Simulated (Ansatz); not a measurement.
This run works on a generated trial structure, not on a known crystal.

Input and command of a plane-wave DFT calculation in Ansatz:

```yaml
crystal:
  lattice:
    - [5.6617065212, -1.4440263944, -0.0345023935]
    - [5.6617065212, 1.4440263944, -0.0345023935]
    - [-0.5718769692, 0.0, 6.3930480836]
  atoms:
    - { symbol: Li, position: [0.3221142048, 0.3221142048, 0.8371202789] }
    - { symbol: Li, position: [0.6778857952, 0.6778857952, 0.1628797211] }
    - { symbol: Li, position: [0.9525645013, 0.9525645013, 0.2609539853] }
    - { symbol: Li, position: [0.0474354987, 0.0474354987, 0.7390460147] }
    - { symbol: B, position: [0.4305543778, 0.4305543778, 0.5360819608] }
    - { symbol: B, position: [0.5694456222, 0.5694456222, 0.4639180392] }
    - { symbol: B, position: [0.8550614055, 0.8550614055, 0.5756905253] }
    - { symbol: B, position: [0.1449385945, 0.1449385945, 0.4243094747] }
    - { symbol: B, position: [0.2921288328, 0.2921288328, 0.4250410626] }
    - { symbol: B, position: [0.7078711672, 0.7078711672, 0.5749589374] }
basis:
  ecutwfc: 420
kpoints:
  mp_grid: { grid: [12, 12, 6] }
hamiltonian:
  xc: pbe
scf:
  occupations: { method: gaussian, width: 0.1 }
output:
  forces: true
  stress: true
  eigenvalues: true
relax:
  adjacent_minimum: "off"
  f_tol: 0.01
  max_steps: 30
  cell: { stress_tol: 0.1, fix: [volume] }
```

```bash
ansatz run input.yaml --threads 1 --pin off --max-ram 2560MiB --backend cpu --events-out ev --progress --plain --runs-dir out
```

Processor: Arm Neoverse V1, 1 thread, on a host shared with other jobs.

Problem. Estimate time, memory and problem size.

Solution. About 5.3 min, peak memory 0.73 GiB. It solves 25 bands at 242 k points (after reduction by symmetry) with about 2031 plane waves, in 48 SCF iterations over 9 ionic steps.
